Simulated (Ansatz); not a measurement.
**ZrCu$_{5}$ under pressure: fit and missing row**

ZrCu$_{5}$, F-43m, a = 6.788 Å. The structure is a COD entry; whether it is the stable form wasn't checked. Ansatz: PBEsol, PAW, 420 eV, Γ-centred 10×10×10 mesh on 6 atoms, Gaussian smearing 0.10 eV; no spin polarisation. Cell and atoms are relaxed at each pressure, and no other structure is tried, so the rows at high pressure may lie past a change of phase.

```
V (Å³/atom) P (GPa)
      9.779    90.01
     10.701    50.07
     11.578    25.00
     12.220    12.00
     12.726     4.06
          ?     1.00
     13.032     0.04
     13.119    -1.00
```

Problem. Take V0 = 13.032 Å³/atom, count pressures from its P0 = 0.04 GPa, fit the third-order Birch–Murnaghan form to the other rows, and predict the missing volume.

Solution. With the Eulerian strain f = ½[(V0/V)^(2/3) − 1] and y = (P − P0)/[3f(1 + 2f)^(5/2)], the form is the line y = B0 + 1.5 B0 (B0′ − 4) f. Rows (f, y): 0.10550, 176.1; 0.07020, 171.1; 0.04103, 166.5; 0.02191, 163.5; 0.00798, 161.4; -0.00221, 158.6. Means f = 0.04073, y = 166.20; Σ(Δf)² = 0.008334, ΣΔfΔy = 1.320; the slope is their ratio. y = 159.7 + 158.4 f GPa, so B0 = 159.7 GPa and B0′ = 4 + 2 × (158.4)/(3 × 159.7) = 4.66. P = 1.00 GPa is met at f = 0.00198 (y = 160.01), so V = V0 (1 + 2f)^(−3/2) = 12.955 Å³/atom. The run gave 12.956 Å³/atom, so the fit is 0.001 Å³/atom too low, within the rms miss on the fitted rows (0.002 Å³/atom).